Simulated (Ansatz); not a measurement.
SnGeO₃ in space group P4mm (No. 99; Ge on 1b, Sn on 1a, O on 1b, O on 2c) at seven volumes, PBEsol (plane waves, PAW; program Ansatz), shape and atoms relaxed at each. One row is withheld.

| V (Å³/atom) | P (GPa) |
|---|---|
| 11.206 | 9.97 |
| 11.576 | 6.07 |
| 11.945 | 2.76 |
| 12.314 | 0.00 |
| 12.684 | -2.32 |
| 13.053 | -4.16 |
| 13.423 | ? |

Fit the shown pressures and predict the withheld one.

Third-order Birch–Murnaghan: P = (3/2)B₀(x^(7/2) − x^(5/2))[1 + (3/4)(B′ − 4)(x − 1)] with x = (V₀/V)^(2/3). Least squares on the six rows gives V₀ = 12.316 Å³/atom, B₀ = 83.38 GPa, B′ = 5.03. At V = 13.423, x = 0.9442 and P = -5.78 GPa. The run itself gave -5.63 GPa.

A made-up cell: these elements were put on the sites of a structure type; neither database checked (COD, Materials Project) lists it. Its standing as an ambient phase is unchecked. Symmetry was held in the PBEsol relaxation; whether a distortion lowers the energy is not shown. Spin–orbit coupling is left out wherever it is not named.

Potentials: the earlier of the program's two PAW sets. The files were generated under PBE; for other functionals the program regenerates the frozen cores, and for LDA and PBEsol the local potential too.
